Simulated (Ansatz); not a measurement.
## Computed properties of EuAgSb

EuAgSb:
```
CELL_PARAMETERS angstrom
      4.76215     0.00000     0.00000
     -2.38108     4.12414     0.00000
      0.00000     0.00000     8.27785
ATOMIC_POSITIONS crystal
  Eu 0.00000 0.00000 0.00000
  Eu 0.00000 0.00000 0.50000
  Ag 0.33333 0.66667 0.75000
  Ag 0.66667 0.33333 0.25000
  Sb 0.33333 0.66667 0.25000
  Sb 0.66667 0.33333 0.75000
```
The run is spin-polarised; directions of the spins, atom by atom: ↑ ↑ 0 0 0 0.

Space group P6_3/mmc (No. 194); conventional cell a = b = 4.762 Å, c = 8.278 Å, α = β = 90.00°, γ = 120.00°.

Method: DFT-r²SCAN in the program Ansatz with PAW potentials. Structure relaxed to zero pressure with the same functional. Other levels are named where they apply.

**Cell and energy**

```yaml
volume_per_atom: 27.10 Å³
density: 7.80 g/cm³
Formation energy from the elements (no fitted shifts): -0.86 eV/atom
```

**Electronic structure**

```yaml
electronic_character: metallic (no gap)
Density of states at the Fermi level: 0.11 states/eV per atom (mean over ±0.08 eV)
```

**Magnetism**

```yaml
magnetic_order: ferromagnetic
net_moment: 2.33 μB per atom
```

The first step of the workflow began from a Materials Project structure, measured or hypothetical; the Crystallography Open Database files this formula in space group No. 194, but the cells were not matched. Its standing as an ambient phase is unchecked. Symmetry was held in the r²SCAN relaxation; whether a distortion lowers the energy is not shown. Spin order of the final state: ferromagnetic, chosen from 2 collinear starts compared on coarse meshes (ties went to the first, and starts can fall back to one state), not a proven ground state. Caveat: open 4f shells can settle in a state that is not the lowest. Other orbital occupations within this spin state were not tried. No Hubbard U is applied. Point labels and valley counts follow the cell and symmetry of the run, lower than the named group. The references are the lowest solids computed at this level, not always the standard phases. Spin–orbit coupling is left out wherever it is not named.

Potentials: the later of the program's two PAW sets.
